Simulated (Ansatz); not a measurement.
Sn:
```
Sn
1.0
    5.75333     3.32169     2.24512
   -5.75333     3.32169     2.24512
    0.00000    -6.64337     2.24512
Sn
8
Cartesian
 -3.95817  -1.08186   3.03966
  3.95817   1.08186   3.69571
  2.91600  -2.88695   3.03966
 -2.91600   2.88695   3.69571
  1.04217   3.96881   3.03966
 -1.04217  -3.96881   3.69571
  0.00000   0.00000   4.84581
  0.00000   0.00000   1.88955
```

Relaxed with PBE.

Problem. Which orbitals make up the states near the Fermi level in PBE in the plane-wave PAW code Ansatz?

Solution. Within 0.5 eV of the Fermi level: Sn 5p 80 %, Sn 5s 18 %. Projections are on Löwdin-orthogonalised atomic valence shells; empty p or d shells of many metals are not among them.

Problem. Tabulate the density of states.

Solution. States/eV per cell of 8 atoms, in 0.25 eV bins, energy from the Fermi level.

| E (eV) | total | Sn 5p | Sn 5s | Sn 4d |
|---|---|---|---|---|
| -7.85 | 4.13 | 1.01 | 3.09 | 0.01 |
| -7.60 | 4.79 | 1.24 | 3.53 | 0.01 |
| -7.35 | 2.38 | 0.70 | 1.67 | 0.01 |
| -7.10 | 2.25 | 0.70 | 1.54 | 0.01 |
| -6.85 | 2.44 | 0.77 | 1.66 | 0.01 |
| -6.60 | 2.22 | 0.73 | 1.47 | 0.01 |
| -6.35 | 1.99 | 0.68 | 1.30 | 0.01 |
| -6.10 | 2.42 | 0.88 | 1.52 | 0.01 |
| -5.85 | 3.11 | 1.25 | 1.85 | 0.01 |
| -5.60 | 1.16 | 0.45 | 0.70 | 0.00 |
| -5.35 | 1.88 | 0.80 | 1.07 | 0.00 |
| -5.10 | 4.43 | 1.83 | 2.58 | 0.01 |
| -4.85 | 3.82 | 1.53 | 2.27 | 0.01 |
| -4.60 | 2.68 | 1.12 | 1.54 | 0.01 |
| -4.35 | 1.11 | 0.47 | 0.63 | 0.00 |
| -4.10 | 0.71 | 0.31 | 0.39 | 0.00 |
| -3.85 | 0.49 | 0.22 | 0.26 | 0.00 |
| -3.60 | 0.87 | 0.67 | 0.20 | 0.00 |
| -3.35 | 2.74 | 2.45 | 0.27 | 0.00 |
| -3.10 | 2.87 | 2.51 | 0.34 | 0.00 |
| -2.85 | 3.34 | 3.03 | 0.28 | 0.01 |
| -2.60 | 4.42 | 4.08 | 0.31 | 0.01 |
| -2.35 | 5.15 | 4.74 | 0.36 | 0.01 |
| -2.10 | 5.03 | 4.60 | 0.39 | 0.01 |
| -1.85 | 5.80 | 5.32 | 0.44 | 0.01 |
| -1.60 | 6.35 | 5.88 | 0.41 | 0.02 |
| -1.35 | 6.79 | 6.34 | 0.38 | 0.02 |
| -1.10 | 6.71 | 6.28 | 0.36 | 0.02 |
| -0.85 | 6.12 | 5.73 | 0.32 | 0.02 |
| -0.60 | 5.03 | 4.75 | 0.22 | 0.01 |
| -0.35 | 2.28 | 2.12 | 0.13 | 0.01 |
| -0.10 | 1.07 | 0.90 | 0.15 | 0.00 |
| 0.15 | 2.78 | 2.01 | 0.71 | 0.01 |
| 0.40 | 2.83 | 1.96 | 0.79 | 0.01 |
| 0.65 | 3.24 | 2.28 | 0.87 | 0.01 |
| 0.90 | 3.77 | 2.68 | 0.96 | 0.01 |
| 1.15 | 3.60 | 2.57 | 0.87 | 0.01 |
| 1.40 | 6.01 | 4.43 | 1.24 | 0.01 |
| 1.65 | 5.11 | 3.81 | 1.00 | 0.01 |
| 1.90 | 4.50 | 3.40 | 0.81 | 0.01 |
| 2.15 | 5.31 | 4.15 | 0.78 | 0.01 |
| 2.40 | 5.59 | 4.41 | 0.73 | 0.01 |
| 2.65 | 5.36 | 4.23 | 0.65 | 0.01 |
| 2.90 | 5.62 | 4.45 | 0.64 | 0.01 |
| 3.15 | 5.48 | 4.31 | 0.55 | 0.01 |
| 3.40 | 5.39 | 4.20 | 0.44 | 0.01 |
| 3.65 | 7.36 | 5.70 | 0.51 | 0.01 |
| 3.90 | 5.09 | 3.98 | 0.33 | 0.01 |
| 4.15 | 5.52 | 4.24 | 0.37 | 0.01 |
| 4.40 | 4.90 | 3.63 | 0.30 | 0.01 |
| 4.65 | 4.59 | 3.22 | 0.30 | 0.01 |

Space group R-3. The start of the workflow was typed in or built on a structure type; neither database checked (COD, Materials Project) lists it. It is not the phase usual at ambient conditions (space group No. 141). The PBE relaxation kept the symmetry of its start; whether a distortion lowers the energy is not shown. Scalar-relativistic: spin–orbit coupling is off unless named, which matters more the heavier the elements.

Potentials: the earlier of the program's two PAW sets.
